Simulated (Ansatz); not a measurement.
Method: DFT PBE, scalar-relativistic, plane waves, PAW (Ansatz). All cells share a 420 eV cutoff and Γ-centred k meshes spaced about 0.3 Å⁻¹ or finer (0.25 for metals, 2π included). These runs have no spin polarisation.

These are static total energies at zero pressure.

Two forms of TiZn4N were relaxed alike.

A.

```
Ti Zn N
1.0
    -1.43588    1.43588   10.18414
     1.43588   -1.43588   10.18414
     1.43588    1.43588  -10.18414
Ti Zn N
1 4 1
Direct
  0.00000 0.00000 0.00000
  0.20386 0.20386 0.00000
  0.79614 0.79614 0.00000
  0.61353 0.61353 0.00000
  0.38647 0.38647 0.00000
  0.50000 0.50000 0.00000
```

B.

```
Ti Zn N
1.0
     3.01740    0.00000    0.00000
    -1.50870    2.61314    0.00000
     0.00000    0.00000   11.11349
Ti Zn N
1 4 1
Direct
  0.00000 0.00000 0.00483
  0.33333 0.66667 0.60560
  0.66667 0.33333 0.79758
  0.33333 0.66667 0.23741
  0.00000 0.00000 0.41945
  0.66667 0.33333 0.08513
```

Problem. Which is lower in energy, and by how much?

Solution. A is lower, by 110 meV/atom. A has space group I4/mmm (No. 139), 14.0 Å³/atom and no gap on its mesh; B has space group P3m1 (No. 156), 14.6 Å³/atom and no gap. Counting Ti or Zn atoms around N (for each partner element, those within 1.25 times its shortest distance or 1.15 times the sum of covalent radii, where it is the nearest in units of that sum or under 1.3; a plus sign parts groups by distance over the sum of covalent radii), A has N 4+2 and B has N 3+3. The denser one is the lower, and pressure would at first widen the difference. In A, around Ti lie 4 N at 2.03 Å, 4 Ti at 2.87 Å and 8 Zn at 3.08 Å; around Zn on its first site lie 12 Zn at 2.74–2.87 Å; N has 4 Ti at 2.03 Å and 2 Zn at 2.31 Å; 1 more site not described. In B, around Ti lie 3 N at 1.96 Å, 3 Zn at 2.89 Å, 6 Ti at 3.02 Å and 3 Zn at 3.12 Å; around Zn on its first site lie 6 Zn at 2.70–2.75 Å and 6 Zn at 3.02 Å; N has 3 Ti at 1.96 Å, 3 Zn at 2.43 Å, 6 N at 3.02 Å and 1 Zn at 3.20 Å; 3 more sites not described. Both come from trial cells of a structure search, whose lowest cell (P2_1, 14.0 Å³/atom) lies 111 meV/atom below the lower of the two.

Trial moments fell under 0.15 μB along the way in I4/mmm and P3m1; another start might hold them. Cells relaxed within their symmetry can be saddle points. Some structure types and database cells were kept out of the candidates from the start, so a known form may be missing.
